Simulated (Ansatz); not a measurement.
Electric field gradients in KB3H8

The cell is a structure deposited in the COD, ions relaxed with PBE at fixed cell.

```cif
data_KB3H8
_symmetry_space_group_name_H-M 'Cmcm'
_symmetry_Int_Tables_number 63
_cell_length_a 7.4256
_cell_length_b 8.0809
_cell_length_c 8.1959
_cell_angle_alpha 90.000
_cell_angle_beta 90.000
_cell_angle_gamma 90.000
loop_
_atom_site_label
_atom_site_type_symbol
_atom_site_symmetry_multiplicity
_atom_site_Wyckoff_symbol
_atom_site_fract_x
_atom_site_fract_y
_atom_site_fract_z
K K 4 c 0.5000 0.8346 0.7500
B3 B 8 f 0.5000 0.2195 0.6404
B7 B 4 c 0.5000 0.4088 0.7500
H9 H 16 h 0.3618 0.1589 0.5890
H17 H 8 f 0.5000 0.3626 0.5770
H21 H 8 g 0.8630 0.9901 0.7500
```

One atom of each set is listed; the run and its k-mesh use a cell of 24 atoms with edges of 5.49, 5.49, 8.20 Å.

The numbers come from a DFT calculation in Ansatz (PBE, plane waves and PAW, scalar-relativistic, 420 eV cutoff, Γ-centred 6×6×4 k-points, Fermi–Dirac smearing 0.05 eV).

V_zz is the principal component of the electric field gradient with the largest magnitude, η = (V_xx − V_yy)/V_zz and C_Q = eQV_zz/h.

⁴¹K: I = 3/2, Q = 73.40 mb; 10B: I = 3, Q = 84.59 mb; 2H: I = 1, Q = 2.858 mb. Nuclear quadrupole moments: year-2017 set (Pyykkö).

| site | atoms | first shell | V_xx, V_yy, V_zz (10²¹ V/m²) | η | C_Q (MHz) |
| --- | --- | --- | --- | --- | --- |
| K | 2 | 18 H at 2.96–3.31 Å; also 4 B at 3.23–3.24 Å | -0.23, -0.71, 0.94 | 0.51 | 1.67 |
| B3 | 4 | 3 H at 1.21–1.27 Å, 2 B at 1.77–1.80 Å; also 2 K at 3.23–3.24 Å | -0.12, -0.87, 0.99 | 0.76 | 2.03 |
| B7 | 2 | 4 H at 1.21–1.47 Å, 2 B at 1.77 Å | -0.48, -1.68, 2.17 | 0.56 | 4.43 |
| H9 | 8 | 1 B at 1.21 Å | -0.89, -0.95, 1.84 | 0.03 | 0.127 |
| H17 | 4 | 2 B at 1.27–1.47 Å, angle 81° | -0.16, -1.08, 1.24 | 0.74 | 0.086 |
| H21 | 4 | 1 B at 1.21 Å | -0.90, -0.93, 1.84 | 0.02 | 0.127 |

At H9 and H21 V_zz points along its bond to B (within 1°) in each case. At H17 V_zz points along the shorter of its two bonds, to B (within 1°).

The relaxation (2 steps) took 45 s of wall time (40 s of CPU time) and 0.68 GiB at its peak, on 1 thread of Arm Neoverse V2 (aarch64; 8 cores open to the job, memory cap 2.5 GiB, no GPU), a shared host with a load of 0.3 a core.
